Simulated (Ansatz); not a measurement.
Data:

LiGeN:
```
LiGeN
1.0
    2.95101     0.00000     0.00000
   -1.47550     2.55565     0.00000
    0.00000     0.00000     9.17549
Li Ge N
2 2 2
Direct
  0.66667   0.33333   0.74264
  0.33333   0.66667   0.24264
  0.00000   0.00000   0.49774
  0.00000   0.00000   0.99774
  0.33333   0.66667   0.60425
  0.66667   0.33333   0.10425
```

This is the LDA-relaxed structure.

**Question.** All from LDA in the plane-wave PAW code Ansatz, unless another level is named. Predict the highest zone-centre frequency (without LO–TO term).

**Answer.** 650 cm⁻¹.

**Question.** Next, the bulk modulus (Birch–Murnaghan fit)?

**Answer.** 75.7 GPa.

Space group P6_3mc. The first step of the workflow began from a Materials Project structure, measured or hypothetical; the Crystallography Open Database copy checked does not list it. Its standing as an ambient phase is unchecked. The cell was relaxed with LDA under the symmetry of its start; its stability against distortions is not shown here.

Potentials: the later of the program's two PAW sets.
